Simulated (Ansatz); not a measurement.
## TiP, first-principles data

TiP:
```yaml
crystal:
  lattice:
    - [3.03854, 0.00000, 0.00000]
    - [0.00000, 3.03854, 0.00000]
    - [0.00000, 0.00000, 3.03854]
  atoms:
    - { symbol: Ti, position: [0.00000, 0.00000, 0.00000] }
    - { symbol: P, position: [0.50000, 0.50000, 0.50000] }
```

Space group Pm-3m (No. 221), CsCl type; conventional cell a = 3.039 Å, b = 3.039 Å, c = 3.039 Å, α = 90.00°, β = 90.00°, γ = 90.00°.

Method: PBEsol in the plane-wave PAW code Ansatz. Geometry: relaxed at this level of theory. Other levels are named where they apply.

**Cell and energy**

* **Volume per atom**: 14.03 Å³
* **Density**: 4.67 g/cm³
* **Formation energy from the elements (no fitted shifts)**: -0.83 eV/atom

**Electronic structure**

- Electronic character = metallic (no gap)
- Density of states at the Fermi level = 1.2 states/eV per atom (mean over ±0.08 eV)

**Mechanics**

* **Bulk modulus (Birch–Murnaghan fit)**: 152 GPa
* **Pressure derivative B′**: 4.0
* **Elastic constants (relaxed ions, GPa)**: C11 = 172, C12 = 143, C44 = -18.9
* **Mechanical stability**: unstable (C has a negative eigenvalue)

**Phonons**

- Highest zone-centre frequency: 220 cm^-1
- Zone-centre stability: no imaginary mode at Γ

A made-up cell: these elements were put on the sites of a structure type; neither database checked (COD, Materials Project) lists it. COD files the formula under space group No. 194. Whether it is the stable phase at ambient conditions was not checked. The PBEsol relaxation kept the symmetry of its start. The run is not spin-polarised. As this level gives no gap, shear constants depend on the k-mesh and smearing (Fermi–Dirac, 0.1 eV here). As this level gives no gap, phonon frequencies hold no LO–TO term and depend on the k-mesh and smearing (Fermi–Dirac, 0.1 eV here). The references are the lowest solids computed at this level, not always the standard phases.

Potentials: the earlier of the program's two PAW sets. The files were generated under PBE; for other functionals the program regenerates the frozen cores, and for LDA and PBEsol the local potential too.
